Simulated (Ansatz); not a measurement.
SiMo$_{2}$C:
Space group P6₃/mmc (No. 194); a = b = 3.1063 Å, c = 12.2611 Å, α = β = 90.00°, γ = 120.00°

```csv
atom,site,symmetry,x,y,z
Si,2d,-6m2,0.6667,0.3333,0.2500
Mo,4f,3m.,0.3333,0.6667,0.0935
C,2a,-3m.,0.0000,0.0000,0.0000
```

Relaxed at zero pressure with the program Ansatz at the r²SCAN level (PAW).

Q: The volume is raised by 6 % and shape and atoms relax at that volume. What pressure results, and how do the axes share the change?

A: -12.1 GPa; a 2.4 %, b 2.4 %, c 1.2 %; the energy rises by 30 meV/atom.

Q: Give the new structure.

A: 
Space group P6₃/mmc (No. 194); a = 3.179 Å, b = 3.179 Å, c = 12.406 Å, α = 90.00°, β = 90.00°, γ = 120.00°

```
atom  site  symmetry       x       y       z
----  ----  --------  ------  ------  ------
Si      2d      -6m2  0.6667  0.3333  0.2500
Mo      4f       3m.  0.3333  0.6667  0.0915
C       2a      -3m.  0.0000  0.0000  0.0000
```

The phase is kept; no other phase was compared at this pressure.

Space group P6_3/mmc. The start of the workflow was typed in or built on a structure type; neither database checked (COD, Materials Project) lists it. Whether it is the stable phase at ambient conditions was not checked. The cell was relaxed with r²SCAN under the symmetry of its start; its stability against distortions is not shown here. The run is not spin-polarised.

Potentials: the earlier of the program's two PAW sets.
